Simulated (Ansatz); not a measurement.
Put Ga2As in P-6m2 (No. 187): Ga on 1e and 1d; As on 1b.

Level of theory: Ansatz 0.2.0, DFT PBE, scalar-relativistic, plane waves, PAW. Cutoff 420 eV, Γ-centred mesh, Gaussian smearing, no spin polarisation.

The zero of energy is the elements' standard structures at the same level; no fitted shifts are applied.

Task: Which cell and coordinates does it relax to?

Result:

Space group P-6m2 (No. 187). a = 4.373 Å, b = 4.373 Å, c = 4.033 Å, α = 90.00°, β = 90.00°, γ = 120.00°
| atom | site | symmetry | x | y | z |
| --- | --- | --- | --- | --- | --- |
| Ga | 1e | -6m2 | 0.6667 | 0.3333 | 0.0000 |
| Ga | 1d | -6m2 | 0.3333 | 0.6667 | 0.5000 |
| As | 1b | -6m2 | 0.0000 | 0.0000 | 0.5000 |

Around Ga on its first site lie 6 As at 3.23 Å and 6 Ga at 3.23 Å; around Ga on its second site lie 3 As at 2.52 Å and 6 Ga at 3.23 Å; As is surrounded by 3 Ga at 2.52 Å and 6 Ga at 3.23 Å. Another local minimum with the same sites may exist.

Task: And its energy and gap?

Result: The energy over the elements is +0.15 eV/atom. The gap on the 12×12×12 mesh of the 3-atom cell is 0 eV (a metal). It can't be a ground state, since the elements alone are lower.

The last run used Gaussian smearing of 0.10 eV. An odd number of electrons in the primitive cell allows no gap without spin; a larger cell or a magnetic state could open one. The cell is a metal run without spin; a magnetic state may lie lower. The reference form of As is held partly by dispersion forces, which this level lacks. A later test with randomly moved atoms led to a structure 172 meV/atom lower, so this end is a saddle point or a shallow minimum.
